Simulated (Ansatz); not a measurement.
La₄Sb₃ in space group I-43d (No. 220; La on 16c, Sb on 12a) under volume change, r²SCAN in the plane-wave PAW code Ansatz, shape and atoms relaxed at each volume.

| V (Å³/atom) | E − E(relaxed) (meV/atom) | P (GPa) |
|---|---|---|
| 29.871 | 55.9 | 6.57 |
| 30.856 | 23.5 | 4.03 |
| 31.840 | 5.6 | 1.86 |
| 32.825 | 0.0 | 0.00 |
| 33.810 | 5.0 | -1.57 |
| 34.795 | 19.0 | -2.92 |
| 35.779 | 40.7 | -4.08 |

Q: What does a third-order Birch–Murnaghan fit give for V₀, B₀ and B′?

A: V₀ = 32.83 Å³/atom, B₀ = 56.9 GPa, B′ = 4.2.

The workflow started from an entry of the Crystallography Open Database (COD). Whether it is the stable phase at ambient conditions was not checked. The cell was relaxed with r²SCAN under the symmetry of its start; its stability against distortions is not shown here. Scalar-relativistic: spin–orbit coupling is off unless named, which matters more the heavier the elements.

Potentials: the later of the program's two PAW sets.
